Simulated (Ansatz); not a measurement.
Level of theory: DFT, LDA (PW92), plane waves (420 eV) with PAW, scalar-relativistic (Ansatz 0.2.0). (PAW data from PBE, frozen cores regenerated.)

An element in the dhcp structure gives this curve. The cell is scaled uniformly from the relaxed one, with fractional coordinates and shape fixed. Energies are extrapolated to zero smearing, pressures are those at the given smearing. Magnetic state: spin not included.

```tsv
V (Å³/atom)	E − E₀ (meV/atom)	P (GPa)
12.496	182.7	40.22
13.064	72.9	23.32
13.632	15.9	10.18
14.200	0.0	-0.02
14.768	16.0	-7.93
15.336	56.6	-14.02
15.904	116.2	-18.69
```

(1) Which element is it?
A. vanadium
B. palladium
C. titanium
D. platinum

## Answers

(1) B. Its fit is V₀ = 14.17 Å³/atom, B₀ = 225 GPa, B₀′ = 5.4.
